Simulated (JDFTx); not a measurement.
Method: PBE, GBRV ultrasoft potentials, plane waves to 20/100 Ha, in a modified build of JDFTx. CH at 1.00 monolayer on both faces of thin slabs, relaxed in vacuum from the site named, which need not be the most stable one; energy per CH against E(CH4) − 3/2 E(H2), from (E + F)/2. These are electronic energies without vibrational corrections. Reconstruction of the substrate beyond this cell is outside the model.

A. Al(111) (Fm-3m, 5 planes), started hollow above an atom 2.3 Å below the top plane
B. Ti(0001) (P6_3/mmc, 5 planes), started hollow
C. Au(110) (Fm-3m, 5 planes), started bridge

Question: Rank the surfaces from strongest to weakest binding.

Answer: B (1.44 eV), A (2.99 eV), C (4.06 eV)
